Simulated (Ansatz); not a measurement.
Cd (hcp, Mg type)

```xyz
2
Lattice="2.9621 0.0000 0.0000 -1.4810 2.5652 0.0000 0.0000 0.0000 5.8011" Properties=species:S:1:pos:R:3 pbc="T T T"
Cd     0.0000     1.7101     4.3508
Cd     1.4810     0.8551     1.4503
```

The slice is a (1 -1 0 0) plane (indices of the conventional cell) through the point (0.667, 0.333, 0.250) (fractional), spanned by u = [110] and v = [001] in vectors of this cell: u (2.96 Å) and v (5.80 Å, at 90° to u). It covers one period; positions are fractions (u, v).

Computed with r2SCAN (plane waves to 500 eV, PAW, scalar-relativistic; Ansatz, a first-principles code). k mesh 18×18×8. Near the nuclei the fields are pseudised (PAW); where an atom keeps semicore shells as valence, they peak there. Cd was relaxed with its symmetry unable to fall. The PAW data are Ansatz's earlier set.

Q: What is the ELF at the midpoint of the shortest Cd–Cd line in this plane (2.96 Å)?

A: 0.26.

Q: What is the valence density on the shortest Cd–Cd line in this plane (2.96 Å), at its midpoint?

A: 0.21 e/Å³.

Q: Sketch the electrostatic potential energy of an electron, from the cell's mean on this plane as a map.

A: 
```
v \ u  0.00  0.10  0.20   0.30   0.40   0.50   0.60   0.70  0.80  0.90
-----  ----  ----  ----  -----  -----  -----  -----  -----  ----  ----
0.90      x     x     x  <-2.0    3.8    5.4    3.8  <-2.0     x     x
0.80    0.6   1.7   3.6    5.4    6.5    6.9    6.5    5.4   3.6   1.7
0.70    6.8   6.7   6.4    6.0    5.6    5.4    5.6    6.0   6.4   6.7
0.60    6.6   6.1   4.5    1.6  <-2.0  <-2.0  <-2.0    1.6   4.5   6.1
0.50    5.9   5.1   2.5  <-2.0      x      x      x  <-2.0   2.5   5.1
0.40    6.6   6.1   4.5    1.6  <-2.0  <-2.0  <-2.0    1.6   4.5   6.1
0.30    6.8   6.7   6.4    6.0    5.6    5.4    5.6    6.0   6.4   6.7
0.20    0.7   1.8   3.6    5.4    6.5    6.9    6.5    5.4   3.6   1.8
0.10      x     x     x  <-2.0    3.8    5.4    3.8  <-2.0     x     x
0.00      x     x     x      x    1.2    4.1    1.2      x     x     x
```

Values: electrostatic potential energy of an electron, from the cell's mean, in eV. Points within 1 Å of a nucleus are blanked (x), as the pseudised field means little there. Values under -2 eV are set to -2. The zero, the cell's mean, hangs on the PAW cores.
